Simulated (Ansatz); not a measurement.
**CaGe₂Au₂ under pressure**

These are results of Ansatz 0.2.0, DFT PBEsol, scalar-relativistic, plane waves, PAW, not measurements. Settings: 420 eV cutoff, 12×12×12 k-mesh, Gaussian smearing of 0.10 eV, no spin polarisation.

Starting point, cell and atoms relaxed:

```
CELL_PARAMETERS angstrom
-2.21533 2.21533 5.12082
2.21533 -2.21533 5.12082
2.21533 2.21533 -5.12082
ATOMIC_POSITIONS crystal
Ca 0.00000 0.00000 0.00000
Ge 0.38109 0.38109 0.00000
Ge 0.61891 0.61891 0.00000
Au 0.75000 0.25000 0.50000
Au 0.25000 0.75000 0.50000
```

Cell and atoms are relaxed at each pressure within the symmetry of the start, at zero temperature, so transitions that lower the symmetry aren't seen. The k-mesh given is that at zero pressure and may differ at others.

Spin–orbit coupling is left out, which can shift energies with elements as heavy as these.

Problem. Give the structure at 2 GPa.

Solution.
```
CELL_PARAMETERS angstrom
-2.19213 2.19213 5.11218
2.19213 -2.19213 5.11218
2.19213 2.19213 -5.11218
ATOMIC_POSITIONS crystal
Ca 0.00000 0.00000 0.00000
Ge 0.38225 0.38225 0.00000
Ge 0.61775 0.61775 0.00000
Au 0.75000 0.25000 0.50000
Au 0.25000 0.75000 0.50000
```
It takes space group I4/mmm (No. 139, tetragonal). The conventional cell has a = 4.384 Å, b = 4.384 Å, c = 10.224 Å, α = 90.00°, β = 90.00°, γ = 90.00°. Around Ca (site symmetry 4/mmm) lie 8 Ge at 3.33 Å and 8 Au at 3.37 Å. Ge (site symmetry 4mm) has 1 Ge at 2.41 Å and 4 Au at 2.58 Å as nearest neighbours. Around Au (site symmetry -4m2) lie 4 Ge at 2.58 Å.